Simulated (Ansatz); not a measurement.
# Al$_{2}$O: computed property card

Al2O (anti-fluorite, Fm-3m), a = b = c = 5.613 Å, α = β = γ = 90.00°; the cell used has 3 atoms.

Space group Fm-3m (No. 225), anti-fluorite; conventional cell a = b = c = 5.613 Å, α = β = γ = 90.00°.

Method: PBEsol in the plane-wave PAW code Ansatz. The cell and atoms are relaxed at this level. Other levels are named where they apply.

### Cell and energy

```json
{
  "volume_per_atom": "14.74 Å³",
  "density": "2.63 g/cm³",
  "Formation energy from the elements (no fitted shifts)": "0.10 eV/atom"
}
```

### Electronic structure

```json
{
 "electronic_character": "metallic (no gap)",
 "Density of states at the Fermi level": "0.74 states/eV per atom (mean over ±0.08 eV)"
}
```

### Mechanics

```json
{
 "Bulk modulus (Birch–Murnaghan fit)": "67.4 GPa",
 "Pressure derivative B′": "5.8",
 "Elastic constants (relaxed ions, GPa)": "C11 = -2.7, C12 = 104, C44 = -80.5",
 "mechanical_stability": "unstable (C has a negative eigenvalue)"
}
```

### Phonons

```json
{
  "highest_zone_centre_frequency": "206 cm⁻¹",
  "zone_centre_stability": "unstable, softest mode 389i cm⁻¹"
}
```

The start of the workflow was typed in or built on a structure type; the Crystallography Open Database files this formula in space group No. 225, but the cells were not matched. Its standing as an ambient phase is unchecked. Symmetry was held in the PBEsol relaxation. As this level gives no gap, shear constants depend on the k-mesh and smearing (Fermi–Dirac, 0.1 eV here). As this level gives no gap, phonon frequencies hold no LO–TO term and depend on the k-mesh and smearing (Fermi–Dirac, 0.1 eV here). On the denser mesh and wider smearing of the elastic run this cell carries a stress of 0.4 GPa. The references are the lowest solids computed at this level, not always the standard phases (solids in place of the gases).

Potentials: the earlier of the program's two PAW sets. The files were generated under PBE; for other functionals the program regenerates the frozen cores, and for LDA and PBEsol the local potential too.
